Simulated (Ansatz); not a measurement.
BN:
```cif
data_B4N4
_chemical_formula_sum 'B4 N4'
_space_group_name_H-M_alt 'P 1'
_space_group_IT_number 1
_cell_length_a 4.39823
_cell_length_b 4.39823
_cell_length_c 2.53796
_cell_angle_alpha 90.000
_cell_angle_beta 90.000
_cell_angle_gamma 90.000
loop_
_space_group_symop_operation_xyz
  'x, y, z'
loop_
_atom_site_label
_atom_site_type_symbol
_atom_site_fract_x
_atom_site_fract_y
_atom_site_fract_z
_atom_site_occupancy
B1 B 0.17413 0.82587 0.50000 1
B2 B 0.82587 0.17413 0.50000 1
B3 B 0.67413 0.67413 0.00000 1
B4 B 0.32587 0.32587 0.00000 1
N1 N 0.81239 0.81239 0.50000 1
N2 N 0.18761 0.18761 0.50000 1
N3 N 0.68761 0.31239 0.00000 1
N4 N 0.31239 0.68761 0.00000 1
```

Relaxed with PBEsol. PBEsol in the plane-wave PAW code Ansatz gives a gap of 4.57 eV.

Task: What gap does HSE06 give on the same cell (Ansatz, PAW)?

Result: 6.10 eV, 1.53 eV more. The hybrid was solved on a coarser mesh and at special points; its gap is the smallest among all of these.

| k | v1 PBEsol | c1 PBEsol | v1 HSE06 | c1 HSE06 |
|---|---|---|---|---|
| Γ | -0.04 | 7.00 | -0.03 | 8.58 |
| Z | -3.46 | 6.32 | … | … |
| M | -2.54 | 7.41 | -2.75 | 9.08 |
| A | -2.56 | 6.13 | … | … |
| R | -2.27 | 6.74 | … | … |
| X | -1.32 | 7.87 | … | … |

Task: Top valence (v1) and lowest conduction level (c1) in eV from each method's valence maximum (which need not be a listed point): supply the withheld HSE06 values.

Result: 
- R, v1 HSE06: -2.45
- R, c1 HSE06: 8.36
- X, v1 HSE06: -1.40
- X, c1 HSE06: 9.55
- Z, v1 HSE06: -3.76
- Z, c1 HSE06: 7.94
- A, v1 HSE06: -2.78
- A, c1 HSE06: 7.74

Cost on shared cores: the PBEsol run (SCF on a 6×6×11 mesh, then bands and DOS) roughly 19 core-seconds, the HSE06 run (SCF on 4×4×6, then a few points) about 40 core-seconds (a rough figure); the tasks are unlike.

Space group P4_2/mnm. The workflow started from a Materials Project entry (that database holds measured and hypothetical structures alike); the Crystallography Open Database copy checked does not list it. It is not the phase usual at ambient conditions (space group No. 186, 194, 216). The PBEsol relaxation kept the symmetry of its start; its stability against distortions is not shown here.

Potentials: the earlier of the program's two PAW sets.
